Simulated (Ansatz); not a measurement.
All numbers below come from Ansatz 0.2.0, DFT PBE, scalar-relativistic, plane waves, PAW, and for the lanthanide a 4f-in-core norm-conserving potential. Settings: cutoff 690 eV, Γ-centred meshes spaced at most about 0.3 Å⁻¹, and about 0.25 Å⁻¹ or finer for metals (2π included), Gaussian smearing. No spin polarisation in the final relaxations.

These are static total energies at zero pressure.

Compare these two cells of KTmH4, each relaxed at this level.

1.

```cif
data_structure
_symmetry_space_group_name_H-M 'F-43m'
_symmetry_Int_Tables_number 216
_cell_length_a 8.6451
_cell_length_b 8.6451
_cell_length_c 8.6451
_cell_angle_alpha 90.000
_cell_angle_beta 90.000
_cell_angle_gamma 90.000
_cell_volume 646.12
loop_
_atom_site_label
_atom_site_type_symbol
_atom_site_symmetry_multiplicity
_atom_site_Wyckoff_symbol
_atom_site_fract_x
_atom_site_fract_y
_atom_site_fract_z
_atom_site_occupancy
K1 K 4 d 0.25000 0.25000 0.75000 1
Tm1 Tm 4 c 0.25000 0.25000 0.25000 1
H1 H 16 e 0.61676 0.11676 0.88324 1
```

2.

```cif
data_structure
_symmetry_space_group_name_H-M 'Cmmm'
_symmetry_Int_Tables_number 65
_cell_length_a 6.4906
_cell_length_b 6.6387
_cell_length_c 3.8099
_cell_angle_alpha 90.000
_cell_angle_beta 90.000
_cell_angle_gamma 90.000
_cell_volume 164.16
loop_
_atom_site_label
_atom_site_type_symbol
_atom_site_symmetry_multiplicity
_atom_site_Wyckoff_symbol
_atom_site_fract_x
_atom_site_fract_y
_atom_site_fract_z
_atom_site_occupancy
K1 K 2 b 0.50000 0.00000 0.00000 1
Tm1 Tm 2 d 0.00000 0.00000 0.50000 1
H1 H 4 i 0.50000 0.34917 0.00000 1
H2 H 4 f 0.25000 0.25000 0.50000 1
```

Problem. Which is lower in energy, and by how much?

Solution. Cell 2 is lower, by 0.37 eV/atom. Cell 1 has space group F-43m (No. 216), 26.9 Å³/atom and a gap of 2.79 eV on its mesh; cell 2 has space group Cmmm (No. 65), 13.7 Å³/atom and no gap. Counting H atoms around K and Tm (those within 1.25 times the shortest such distance or 1.15 times the sum of covalent radii, 1.27 where that leaves under three; the shortest distance is added where it exceeds 1.18 times the sum of covalent radii), cell 1 has K 12 from 3.6 Å, Tm 4 and cell 2 has K 2, Tm 8. The denser one is the lower, and pressure would at first widen the difference. Both come from invented guesses. A third cell relaxed alike, in P-3m1, lies 25 meV/atom below the lower of the two.

Kohn–Sham gaps at this level usually fall short of measured ones. The zero gap of Cmmm may come from the functional, which often closes small gaps, or the cell may be a true semimetal. With hydrogen, zero-point motion can shift such differences by 10 meV/atom or more. Cells relaxed within their symmetry can be saddle points.

The lanthanide is trivalent by construction, without f bands, f moments or other valences.
